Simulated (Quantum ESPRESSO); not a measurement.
# Where does Sc sit best among Al sites?

The results below are calculated, not measured. They come from pw.x of Quantum ESPRESSO 7.5, a plane-wave density functional program, with PseudoDojo standard norm-conserving files (v0.5 for PBE, v0.4.1 for LDA and PBEsol). The cells are made up: elements, strain and atom displacements were drawn at random, and nothing was relaxed. There is no spin polarisation, spin-orbit coupling or dispersion term.

The cell has 8 sites of a zincblende or diamond lattice. Sites 1 to 4 hold X X X X; sites 5 to 8 hold As As As S. Cell vectors in Å: (6.270, -0.046, 0.006); (-0.046, 6.197, -0.030); (0.006, -0.030, 6.100). Settings: PBE, cutoff 1143 eV, 6 x 6 x 6 k mesh shifted by half a step, Fermi-Dirac smearing of 0.1 eV.

In each run one of the sites marked X holds Sc and the others hold Al; cell and positions stay the same. E is the free energy of the cell.

```
site of the guest,first shell,mean distance (Å),E above the lowest (eV),P (GPa),force on the guest (eV/Å)
1,As3S,2.649,0.219,-5.95,2.477
2,As3S,2.711,0.108,-6.33,1.610
3,As3S,2.725,0.269,-6.18,2.526
4,As3S,2.662,0.000,-6.22,0.912
```

A rerun of one of these cells at 1437 eV and k mesh 8 x 8 x 8 moved values by no more than 0.003 eV in the cell's energy, 0.02 GPa in stress and 0.005 eV/Å in force.

## Reading the table

Site 4 is lowest, by 0.108 eV, over three times the rerun's bound. A straight line of energy against the mean distance has a slope of 1.1 ± 2.2 eV/Å, so these few sites cannot settle whether the distance sets the order. The positions are random and not relaxed, so the differences hold for this frozen cell and are not site preferences of a real crystal.